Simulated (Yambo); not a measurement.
Absorption of LiCl (rock salt, space group Fm-3m, No. 225) under isotropic strain of -3 % on all lattice vectors with and without the electron-hole interaction (Yambo, PBEsol bands; 10×10×10 mesh, 3 valence and 1 conduction bands, static screening with 16 bands and a 4 Ry block, scissor 2.88 eV, Tamm-Dancoff; field along x).

| E (eV) | Im ε, BSE | Im ε, independent quasiparticles |
|---|---|---|
| 8.00 | 0.49 | 0.07 |
| 8.10 | 0.59 | 0.07 |
| 8.20 | 0.74 | 0.08 |
| 8.30 | 0.95 | 0.09 |
| 8.40 | 1.27 | 0.09 |
| 8.50 | 1.79 | 0.10 |
| 8.60 | 2.69 | 0.11 |
| 8.70 | 4.43 | 0.12 |
| 8.80 | 8.13 | 0.13 |
| 8.90 | 15.2 | 0.15 |
| 9.00 | 18.0 | 0.16 |
| 9.10 | 10.9 | 0.18 |
| 9.20 | 6.09 | 0.21 |
| 9.30 | 4.09 | 0.25 |
| 9.40 | 3.38 | 0.29 |
| 9.50 | 3.21 | 0.36 |
| 9.60 | 2.95 | 0.47 |
| 9.70 | 2.94 | 0.65 |
| 9.80 | 3.11 | 0.97 |
| 9.90 | 2.38 | 1.30 |
| 10.00 | 1.89 | 1.55 |
| 10.10 | 1.83 | 1.70 |
| 10.20 | 1.87 | 2.06 |
| 10.30 | 2.05 | 2.73 |
| 10.40 | 2.33 | 3.71 |
| 10.50 | 2.83 | 4.29 |
| 10.60 | 3.82 | 4.47 |
| 10.70 | 3.85 | 4.39 |
| 10.80 | 2.81 | 4.59 |
| 10.90 | 2.22 | 4.16 |
| 11.00 | 2.46 | 3.97 |
| 11.10 | 2.85 | 4.67 |
| 11.20 | 2.84 | 5.51 |
| 11.30 | 2.48 | 6.49 |
| 11.40 | 2.35 | 6.26 |
| 11.50 | 2.35 | 5.45 |
| 11.60 | 1.94 | 5.66 |
| 11.70 | 1.91 | 5.32 |
| 11.80 | 1.79 | 4.76 |
| 11.90 | 1.73 | 4.99 |
| 12.00 | 1.75 | 6.43 |
| 12.10 | 1.29 | 7.74 |
| 12.20 | 1.04 | 7.70 |

The scissor comes from a G0W0 run whose convergence isn't established. Broadening 0.15 eV. The band window holds all transitions up to 12.2 eV. Fine structure above the onset can come from the mesh.

Geometry strained from the cell relaxed with PBEsol, atoms relaxed again; primitive cell a = b = c = 3.472 Å, α = β = γ = 60.00°.
